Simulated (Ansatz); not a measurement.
TePt (CsCl type, Pm-3m) under volume change, the program Ansatz at the PBEsol level (PAW), scaled uniformly.

| V (Å³/atom) | E − E(relaxed) (meV/atom) | P (GPa) |
|---|---|---|
| 17.757 | 89.1 | 17.80 |
| 18.343 | 37.2 | 10.82 |
| 18.928 | 8.7 | 4.92 |
| 19.514 | 0.0 | 0.00 |
| 20.099 | 7.6 | -4.01 |
| 20.684 | 28.4 | -7.30 |
| 21.270 | 60.3 | -10.06 |

What does a third-order Birch–Murnaghan fit give for V₀, B₀ and B′?

V₀ = 19.52 Å³/atom, B₀ = 147 GPa, B′ = 5.3.

The start of the workflow was typed in or built on a structure type; neither database checked (COD, Materials Project) lists it. COD files the formula under space group No. 166, 194. Whether it is the stable phase at ambient conditions was not checked. Symmetry was held in the PBEsol relaxation; whether a distortion lowers the energy is not shown. The run is not spin-polarised. Scalar-relativistic: spin–orbit coupling is off unless named, which matters more the heavier the elements.

Potentials: the later of the program's two PAW sets.
